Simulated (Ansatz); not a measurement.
A geometry of Cl₂ away from equilibrium: step 2 of the relaxation of a generated cell, Cl2 built in the AFLOW prototype A_hR2_166_c. Calculation: r2SCAN (plane waves to 500 eV, PAW, scalar-relativistic; Ansatz, a first-principles code). Γ-centred k-mesh 8×8×8 on the run's cell, Fermi–Dirac smearing 0.05 eV.

```xyz
2
Lattice="2.4892 1.4371 5.6825 -2.4892 1.4371 5.6825 0.0000 -2.8743 5.6825" Properties=species:S:1:pos:R:3:forces:R:3 pbc="T T T" free_energy=-2167.056 pressure_GPa=0.4
Cl     0.0000     0.0000     0.9810    0.0000    0.0000    0.6284
Cl     0.0000     0.0000    16.0663    0.0000    0.0000   -0.6284
```

Positions in Å, forces in eV/Å, free energy of the cell in eV (comparable only within this code, potentials and settings). Largest force: 0.63 eV/Å, on Cl1, Cl2 (atoms numbered as listed); the geometry lies 0.06 eV/atom above the end of its relaxation.

No spin polarisation in the result. Without a van der Waals term the distances between weakly bound units are poorly fixed.

The run could not lose the symmetry of its start, so the end can be a saddle point.

The end of the path is a generated cell of Cl2: the first start was made by placing the elements on the sites of a structure type, and the end was not matched to a known phase here, so it may be hypothetical. Known forms of Cl2 include space group No. 64.
